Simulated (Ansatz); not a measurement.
System: MnF2, 6 atoms in the cell.

```
Mn F
1.0
     4.87300    0.00000    0.00000
     0.00000    4.87300    0.00000
     0.00000    0.00000    3.31000
Mn F
2 4
Cartesian
  0.0000 0.0000 0.0000
  2.4365 2.4365 1.6550
  1.4863 1.4863 0.0000
  3.3867 3.3867 0.0000
  3.9228 0.9502 1.6550
  0.9502 3.9228 1.6550
```

Code and potentials: Ansatz PAW hard set, 700 eV. Settings: k-mesh 4×4×6 Γ-centred; Fermi–Dirac smearing of 0.05 eV; starting moments Mn1 5, Mn2 -5 μB.

One run gave:

```yaml
Pressure: -0.78 GPa
Gap_on_the_mesh: 2.98 eV
```

```
atom  Fx (eV/Å)  Fy (eV/Å)  Fz (eV/Å)  moment (μB)
 Mn1      0.000      0.000      0.000         4.23
 Mn2      0.000      0.000      0.000        -4.23
  F3     -0.030     -0.030      0.000        -0.03
  F4      0.030      0.030      0.000        -0.03
  F5     -0.030      0.030      0.000         0.03
  F6      0.030     -0.030      0.000         0.03
```
Site moments are counted near each atom and needn't add up to the net moment.

(1) Which level of theory was it?
A. PBE
B. r²SCAN

Results:

(1) B. All runs:

```
 level  pressure (GPa)  gap (eV)  rms force (eV/Å)
   PBE            2.72      2.17             0.074
r²SCAN           -0.78      2.98             0.034
```

The stress includes the program's correction for the finite plane-wave basis.

A gap read on the mesh is an upper bound of this method's gap, since the mesh can miss a band edge. One magnetic order was tried; another may lie lower. Potentials made with PBE were used with another functional (at least in: Ansatz PAW hard set, 700 eV (r²SCAN)). Semilocal functionals give gaps that mostly lie well below measured ones.
